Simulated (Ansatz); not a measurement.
## Kick test of a cell of Be₃Zn₂Se₅

It was reached by relaxing an invented guess, and it needn't be the stable form of this composition.

All numbers below come from Ansatz 0.2.0, DFT PBE, scalar-relativistic, plane waves, PAW. Plane waves to 420 eV, a k mesh through Γ of 10×10×10 on the computed 10-atom cell and Gaussian smearing (0.02 eV); no spin polarisation.

The cell below (10 atoms, space group Imm2 (No. 44)) is relaxed within its symmetry.

```
CELL_PARAMETERS angstrom
-1.90311 9.59002 2.69425
1.90311 -9.59002 2.69425
1.90311 9.59002 -2.69425
ATOMIC_POSITIONS crystal
Be 0.59018 0.99757 0.59261
Be 0.99362 0.99362 0.00000
Be 0.40496 0.99757 0.40739
Zn 0.80449 0.00009 0.80439
Zn 0.19570 0.00009 0.19561
Se 0.47263 0.78084 0.69179
Se 0.64069 0.73224 0.90845
Se 0.82379 0.73224 0.09155
Se 0.08905 0.78084 0.30821
Se 0.23489 0.73489 0.50000
```

For the test it was strained at random (σ = 1.5 % a component), the atoms were moved at random (σ = 0.05 Å), and all was relaxed again on a coarse 4×4×4 mesh (in the run’s order of axes) with 0.10 eV smearing, with no symmetry imposed.

Task: What happens?

Result: It returns, within 1 meV/atom of the unmoved cell on that mesh and with the same symmetry when read at 0.1 Å. No instability shows in this cell; modes of other wave vectors, which need another repeat, aren't tested.
